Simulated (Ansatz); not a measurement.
HfC (rock salt, Fm-3m), a = 4.607 Å, b = 4.607 Å, c = 4.607 Å, α = 90.00°, β = 90.00°, γ = 90.00°; the cell used has 2 atoms.

Relaxed with PBEsol.

Problem. Decompose the optical modes at the zone centre into irreducible representations, and say which are infrared and Raman allowed.

Solution. Point group m-3m: Γ_opt = T1u. Infrared: T1u. Raman: none.

Problem. Assign frequencies (DFPT, PBEsol in the plane-wave PAW code Ansatz).

Solution. T1u 455 cm⁻¹.

Symmetry was held in the PBEsol relaxation; of distortions, only those at the zone centre were tested. The run is not spin-polarised. As this level gives no gap, phonon frequencies hold no LO–TO term and depend on the k-mesh and smearing (Fermi–Dirac, 0.1 eV here). Spin–orbit coupling is left out wherever it is not named.

Potentials: the later of the program's two PAW sets.
